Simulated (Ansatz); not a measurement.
Ansatz run, BaLi₂Mg₂Si₂

The input, for Ansatz 0.2.0 (plane waves, PAW):

```yaml
crystal:
  lattice:
    - [2.29925, 3.982414, 0.0]
    - [-2.29925, 3.982414, 0.0]
    - [-2.29925, 1.327468, 8.722887]
  atoms:
    - { symbol: Ba, position: [0.0, 0.0, 0.0] }
    - { symbol: Mg, position: [0.86439, 0.27122, 0.59317] }
    - { symbol: Mg, position: [0.13561, 0.72878, 0.40683] }
    - { symbol: Li, position: [0.42941, 0.14118, 0.28823] }
    - { symbol: Li, position: [0.57059, 0.85882, 0.71177] }
    - { symbol: Si, position: [0.7579, 0.4842, 0.2737] }
    - { symbol: Si, position: [0.2421, 0.5158, 0.7263] }
  symmetry: { tolerance: 0.0003 }
kpoints:
  mp_grid: { grid: [8, 8, 8], shift: [0, 0, 0] }
  band_path:
    path:
      - [0.0, 0.0, 0.0]
      - [0.0, 0.0, 0.5]
      - [0.31789363, -0.31789363, 0.18210637]
      - [0.31789363, -0.36421274, -0.18210637]
      - [0.5, 0.0, 0.0]
      - [0.0, 0.0, 0.0]
      - [0.34105319, -0.34105319, -0.34105319]
      - [0.31789363, -0.34105319, 0.0]
      - [0.0, -0.5, 0.0]
      - [0.0, 0.0, 0.0]
    npoints: 6
magnetization:
  spin_polarized: false
scf:
  occupations: { method: fermi_dirac }
  lower_state_search: "off"
  max_iter: 200
hamiltonian:
  pseudopotentials: { kind: paw }
  xc: r2scan
basis:
  ecutwfc: 500
  fft_grid_basis: typed
output:
  forces: true
  stress: true
  eigenvalues: true
  bader: true
  populations: true
  elf: true
  write_potential: true
  volumetric_format: npy
  dos:
    e_range: [-12, 8]
    de: 0.05
    projected: { site_lists: { Ba: [Ba], Li: [Li], Mg: [Mg], Si: [Si] } }
checkpoint:
  read: saved_state
```

The run starts from an earlier solution of this cell. 

Output (shortened):

```
SCF iter   1: F=-11508.2571 eV  Δρ=4.46e-4  dr2=7.81e-4  dr2_τ=3.32e-4
SCF iter   2: F=-11508.2575 eV  Δρ=2.68e-4  dr2=3.80e-4  dr2_τ=1.62e-5
SCF iter   3: F=-11508.2577 eV  Δρ=6.52e-5  dr2=2.51e-5  dr2_τ=8.35e-7
SCF iter   4: F=-11508.2577 eV  Δρ=3.06e-5  dr2=2.44e-6  dr2_τ=2.14e-7
SCF iter   5: F=-11508.2577 eV  Δρ=6.02e-6  dr2=8.55e-8  dr2_τ=8.44e-9
Free energy (F): -11508.2577 eV
Harris-Foulkes:  -11508.2577 eV  (|F-HF|=9.91e-8)
Internal energy: -11508.2378 eV  (E = F + TS)
E sigma→0 (E₀):  -11508.2478 eV
Entropy (-TS):   -0.0199 eV (-2.838 meV/atom)
Fermi energy:    5.9306 eV
--- Per-component energies (eV) ---
  E_band       = -966.9412
  E_kinetic    = 440.4861
  E_local      = -4385.7896  (includes V_loc(G=0)·N_el)
  E_nonlocal   = 230.1545
  E_hartree    = 1620.7015
  E_xc         = -333.5054
  E_vxc        = -352.4351  (∫ρ·V_xc dr)
  E_paw        = -6926.3903  (= ΣΔE_a)
  E_vpaw       = -158.2659  (= ΣTr[D̂ρ^β])
  E_aug_tail   = -0.0002  (compensation charges beyond the density's cutoff)
  E_vtau       = 17.4987  (kinetic-family band-sum trace: ∫τ·v_τ [+ j·A + Jᵃ·Aᵃ] dr)
  E_ewald      = -2153.7597
  E_core_change = -0.1349  (= ΣΔE_core)
  E_smearing   = -0.0199  (= −TS)
--- Forces (eV/Å), atoms counted from 1 ---
  atom   1  Ba     0.0000     0.0000     0.0000
  atom   2  Mg     0.0000     0.0000    -0.0423
  atom   3  Mg     0.0000     0.0000     0.0423
  atom   4  Li     0.0000     0.0000     0.0212
  atom   5  Li     0.0000     0.0000    -0.0212
  atom   6  Si     0.0000     0.0000     0.1123
  atom   7  Si     0.0000     0.0000    -0.1123
--- Stress (GPa, compression-positive) ---
       -0.7895       0.0000       0.0000
        0.0000      -0.7895       0.0000
        0.0000       0.0000      -0.2516
  P = ⅓ Tr σ = -0.6102 GPa (-6.102 kbar)
```

Origin: a database entry at a rescaled volume.
